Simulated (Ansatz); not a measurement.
As, DFT, LDA, PAW with Ansatz's default frozen-core files, scalar-relativistic (Ansatz 0.2.0), run on 1 thread of Arm Neoverse V2 on a shared host.

The cell is the one relaxed in the Materials Project (mp-11), not relaxed further here; entries there can be hypothetical.

Command: `ansatz run input.yaml --threads 1 --pin off --max-ram 2048MiB --backend cpu --events-out ev --progress --plain --runs-dir out`

```yaml
crystal:
  lattice:
    - [1.8774110887, 1.0839237974, 3.7043351684]
    - [-1.8774110887, 1.0839237974, 3.7043351684]
    - [0.0, -2.1678475948, 3.7043351684]
  atoms:
    - { symbol: As, position: [0.22443359, 0.22443359, 0.22443359] }
    - { symbol: As, position: [0.77556641, 0.77556641, 0.77556641] }
kpoints:
  mp_grid: { grid: [12, 12, 12] }
  band_path:
    path:
      - [0.0, 0.0, 0.0]
      - [0.5, 0.5, 0.5]
      - [0.776253106, 0.223746894, 0.5]
      - [0.5, -0.223746894, 0.223746894]
      - [0.5, 0.0, 0.0]
      - [0.0, 0.0, 0.0]
      - [0.361873447, -0.361873447, 0.0]
      - [0.638126553, 0.0, 0.361873447]
      - [0.5, 0.0, 0.5]
    npoints: 5
scf:
  occupations: { method: fermi_dirac, width: 0.05 }
hamiltonian:
  xc: lda
  pseudopotentials: { kind: paw }
output:
  forces: true
  stress: true
  eigenvalues: true
  efg: { contact_densities: true }
```

(1) How large is the problem that the program sets up?

(2) Estimate the wall time.

(3) And the same cell and mesh by LAPW (all electrons), asked for forces, stress, eigenvalues and the same band path, on the same hardware?

Results:

(1) 189 irreducible k-points, 895 plane waves at Γ, 19 bands.

(2) 10 s of wall time for 7 SCF iterations. Times on shared machines scatter by tens of per cent.

(3) 54 s.
